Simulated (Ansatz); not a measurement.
GeW (CsCl type, Pm-3m) at seven volumes, PBE in the plane-wave PAW code Ansatz, scaled uniformly. One row is withheld.

| V (Å³/atom) | P (GPa) |
|---|---|
| 14.027 | ? |
| 14.489 | 14.82 |
| 14.952 | 6.82 |
| 15.414 | 0.00 |
| 15.876 | -5.77 |
| 16.339 | -10.65 |
| 16.801 | -14.78 |

Q: Fit the shown pressures and predict the withheld one.

A: P = (3/2)B₀(x^(7/2) − x^(5/2))[1 + (3/4)(B′ − 4)(x − 1)] with x = (V₀/V)^(2/3). Least squares on the six rows gives V₀ = 15.414 Å³/atom, B₀ = 208 GPa, B′ = 4.51. At V = 14.027, x = 1.0649 and P = 24.27 GPa. The run itself gave 24.07 GPa.

A made-up cell: these elements were put on the sites of a structure type; neither database checked (COD, Materials Project) lists it. Whether it is the stable phase at ambient conditions was not checked. The PBE relaxation kept the symmetry of its start; its stability against distortions is not shown here. The run is not spin-polarised. Scalar-relativistic: spin–orbit coupling is off unless named, which matters more the heavier the elements.

Potentials: the later of the program's two PAW sets.
